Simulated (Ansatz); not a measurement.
Values for one crystal, relaxed and computed with the program Ansatz at the r²SCAN level (PAW); other levels are named.

| Property | Value |
|---|---|
| Volume per atom | 13.70 Å³ |
| Band gap | 1.15 eV (indirect) |
| Smallest direct gap on the standard path | 1.21 eV |
| Conduction-band minimum | at Γ |
| Formation energy from the elements (no fitted shifts) | -1.30 eV/atom |
| Valence-band maximum | at Σ0 (k = 0.292, 0.292, 0.000) |

Q: Which of these materials gives this?
(A) Sb2O5, Cmcm (Sb on 8f, O on 4c, O on 8f, O on 8f)
(B) NbSbO4, Pna2_1 (Pearson symbol oP24)
(C) Co3S4, Fd-3m (Co on 16d, Co on 8a, S on 32e)
(D) HfS3, P2_1/m (Hf on 2e, S on 2e, S on 2e, S on 2e)

A: A, Sb2O5, Cmcm (Sb on 8f, O on 4c, O on 8f, O on 8f)

The workflow started from a Materials Project entry (that database holds measured and hypothetical structures alike); the Crystallography Open Database copy checked does not list it. COD files the formula under space group No. 15, so this cell is another polymorph or a model. Its standing as an ambient phase is unchecked. The cell was relaxed with r²SCAN under the symmetry of its start; its stability against distortions is not shown here. The references are the lowest solids computed at this level, not always the standard phases (solids in place of the gases). Scalar-relativistic: spin–orbit coupling is off unless named, which matters more the heavier the elements.

Potentials: the earlier of the program's two PAW sets.
